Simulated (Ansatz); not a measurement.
4 guesses for In4TeS and where they end

These are results of DFT PBE, scalar-relativistic, plane waves, PAW (Ansatz 0.2.0), not measurements. All cells share a 420 eV cutoff and Γ-centred k meshes spaced at most about 0.3 Å⁻¹ (about 0.25 or finer for metals, 2π included). No spin polarisation in the final relaxations.

Each guess was relaxed in cell and atoms at zero pressure, within the symmetry of its start. These are static total energies at zero pressure. Coordination counts S or Te atoms around In (for each partner element, those within 1.25 times its shortest distance or 1.15 times the sum of covalent radii, where it is the nearest in units of that sum or under 1.3; the shortest distance is added where it exceeds 1.18 times the sum of covalent radii; a slash parts the counts of unlike sites).

```tsv
guess	made from	start group	V start (Å³/atom)	end group	V end (Å³/atom)	coordination at the end	gap on mesh (eV)	E over the lowest end (meV/atom)
1	random cell	P4/mmm	26.7	P4/mmm	30.9	In 4 from 3.1 Å	0	40
2	CaPbI4 type	Cmmm	30.8	Cmmm	41.0	In 2 from 2.9 Å/3	0	204
3	Ti4CuAg type	P4/mmm	28.7	P4/mmm	28.0	In 4/4 from 3.1 Å	0	0
4	random cell	P-6m2	30.2	?	?	?	?	?
```

Guess 4 as it starts:

```cif
data_structure
_symmetry_space_group_name_H-M 'P 1'
_symmetry_Int_Tables_number 1
_cell_length_a 6.5265
_cell_length_b 6.5265
_cell_length_c 4.9105
_cell_angle_alpha 90.000
_cell_angle_beta 90.000
_cell_angle_gamma 120.000
_cell_volume 181.14
loop_
_atom_site_label
_atom_site_type_symbol
_atom_site_fract_x
_atom_site_fract_y
_atom_site_fract_z
_atom_site_occupancy
In1 In 0.51833 0.48167 0.50000 1
In2 In 0.51833 0.03666 0.50000 1
In3 In 0.96334 0.48167 0.50000 1
In4 In 0.33333 0.66667 0.00000 1
Te1 Te 0.00000 0.00000 0.50000 1
S1 S 0.33333 0.66667 0.50000 1
```

Question: Fill in the missing row: what does this guess relax into, and where does it rank?

Answer: It ends in space group P-6m2 (No. 187), with a = 7.646 Å, c = 6.190 Å, 52.2 Å³/atom and no gap. It lies 0.46 eV/atom over the lowest end, above guess 2 and so the highest of the set. Counting S or Te atoms around In, this end has In 1/2 from 3.1 Å and the lowest (guess 3) has In 4/4 from 3.1 Å.

```xyz
6
Lattice="7.6456 0.0000 0.0000 -3.8228 6.6213 0.0000 0.0000 0.0000 6.1897" Properties=species:S:1:pos:R:3 pbc="T T T"
In    2.2448    3.1181    3.0948
In    3.8228    0.3850    3.0948
In    5.4007    3.1181    3.0948
In    0.0000    4.4142    0.0000
Te    0.0000    0.0000    3.0948
S     0.0000    4.4142    3.0948
```

Energies over the elements count from the elements' standard structures at the same level, with no fitted energy shifts.

Question: Is the lowest end bound against the elements?

Answer: Yes: its formation energy is −0.13 eV/atom. Whether it is stable depends on the other phases of the system, which aren't compared here.

No dispersion correction is applied, so the spacing and binding between layers, chains or molecules are poorly described (P4/mmm at 28.0 Å³/atom, Cmmm), and this can change margins and order among such cells. These runs have no spin–orbit coupling, which can matter for Te. A magnetic state wasn't ruled out in cells without spin, among them P-6m2. The reference forms of S and Te are held partly by dispersion forces, which this level lacks. Cells relaxed within their symmetry can be saddle points. A lower structure may well exist outside this small set. Some structure types and database cells were kept out of the candidates from the start, so a known form may be missing.
